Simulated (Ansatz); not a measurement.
A generated cell, not matched to a known phase here, of SrSnI3: Pm-3m (No. 221), cP5, cubic perovskite type; a = 6.1349 Å, b = 6.1349 Å, c = 6.1349 Å, α = 90.00°, β = 90.00°, γ = 90.00°; Sr 1a (0.000, 0.000, 0.000); Sn 1b (0.500, 0.500, 0.500); I 3c (0.000, 0.500, 0.500). Level of theory: r2SCAN (plane waves to 500 eV, PAW, scalar-relativistic; Ansatz, an electronic-structure program). Element references, the lowest calculated here: Sn (Fd-3m), Sr (Fm-3m), I (Cmce).

**Question.** What is the computed formation energy of this Pm-3m form of SrSnI3 from the elements (r2SCAN)?

**Answer.** -0.64 eV/atom.

A lower structure of this composition may exist.

Static energies, no anion corrections, no zero-point energy. Values are rounded to 0.01 eV/atom. Not shown to be the ambient phase of their composition (a lower form may be missing, and a cell relaxed within its start's symmetry can be a saddle point): SrSnI3 (Pm-3m). Spin-orbit coupling is missing from these energies, which matters for elements this heavy. The compounds carry no spin polarisation. The relaxed primitive cell holds an odd number of electrons. A magnetic state may lie lower.
